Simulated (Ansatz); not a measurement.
Two states of CaVO

```
CELL_PARAMETERS angstrom
3.61634 0.00000 0.00000
0.00000 3.61634 0.00000
0.00000 0.00000 7.07897
ATOMIC_POSITIONS crystal
Ca 0.00000 0.00000 0.25000
Ca 0.00000 0.00000 0.75000
V 0.50000 0.50000 0.00000
V 0.50000 0.50000 0.50000
O 0.00000 0.50000 0.00000
O 0.50000 0.00000 0.50000
```

The numbers come from plane-wave PAW DFT (Ansatz): r2SCAN, with U_eff = 6.42 eV on V d (all-electron-ortho-atomic projectors), 500 eV, 7×7×4 Γ-centred k points, gaussian occupations (width 0.0236 eV). Nothing was relaxed.

State A: V3 up, V4 up (collinear spin). State B: V3 up, V4 down (collinear spin).

Question: Which state is lower, and how do they differ?

Answer: State B is lower by 21.0 meV an atom at zero smearing.

```
state  free energy (meV/atom)  largest moment in a small sphere (μB)  net moment (μB/cell)  gap on mesh (eV)  pressure (GPa)  largest force (eV/Å)
    A                    21.0                                   1.85                  5.99             metal            27.0                  0.00
    B                     0.0                                   1.86                  0.00             metal            25.6                  0.00
```

Origin: a known structure type with other elements, at an estimated volume, so it need not be a known compound. Caveats: another magnetic order, which this cell may not hold, can open a gap; atoms or cell far from equilibrium.
